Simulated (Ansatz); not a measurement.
Below is a relaxed structure of K₂VSiSe₄. The cell was found from a structure generator's guess, not taken from experiment.

Computed with DFT PBE, scalar-relativistic, plane waves, PAW (Ansatz). Cutoff 420 eV, Γ-centred mesh, Gaussian smearing, collinear spin.

```cif
data_structure
_symmetry_space_group_name_H-M 'P 1'
_symmetry_Int_Tables_number 1
_cell_length_a 4.9388
_cell_length_b 4.9388
_cell_length_c 9.5755
_cell_angle_alpha 90.000
_cell_angle_beta 90.000
_cell_angle_gamma 90.000
_cell_volume 233.57
loop_
_atom_site_label
_atom_site_type_symbol
_atom_site_fract_x
_atom_site_fract_y
_atom_site_fract_z
_atom_site_occupancy
K1 K 0.50000 0.50000 0.25355 1
K2 K 0.50000 0.50000 0.74645 1
V1 V 0.00000 0.00000 0.00000 1
Si1 Si 0.00000 0.00000 0.50000 1
Se1 Se 0.50000 0.00000 0.00000 1
Se2 Se 0.00000 0.50000 0.00000 1
Se3 Se 0.50000 0.00000 0.50000 1
Se4 Se 0.00000 0.50000 0.50000 1
```

Formation energies are uncorrected and refer to the elements' standard structures at the same level.

Question: What space group does it have?

Answer: P4/mmm (No. 123). Conventional cell: a = 4.939 Å, c = 9.576 Å. Around K lie 8 Se at 3.42–3.46 Å; V has 4 Se at 2.47 Å; around Si lie 4 Se at 2.47 Å; Se on its first site is surrounded by 2 V at 2.47 Å and 4 K at 3.46 Å; 1 more site not described.

Question: What is its formation energy per atom?

Answer: −0.46 eV/atom. A negative formation energy is needed for stability but isn't enough: competing phases decide.

Question: Is it a metal?

Answer: Yes, bands cross the Fermi level on the 8×8×4 mesh.

Question: Which magnetic moments does it keep?

Answer: 0.26 μB per atom net, the space between the atoms included; by site: V 1.9; Se -0.1 (×2) μB.

Question: From what recipe could a structure generator have reached it?

Answer: One such recipe: perovskite family, infinite layers (P4/mmm, No. 123). Other recipes can lead to the same cell.

The last run used collinear spin, an 8×8×4 mesh (in the run's order of axes) for its 8-atom cell and Gaussian smearing of 0.10 eV. No Hubbard U is applied to the 3d shell of V. The reference form of Se is held partly by dispersion forces, which this level lacks. The magnetic state reached may not be the lowest. A structure relaxed within its symmetry needn't be a true minimum.
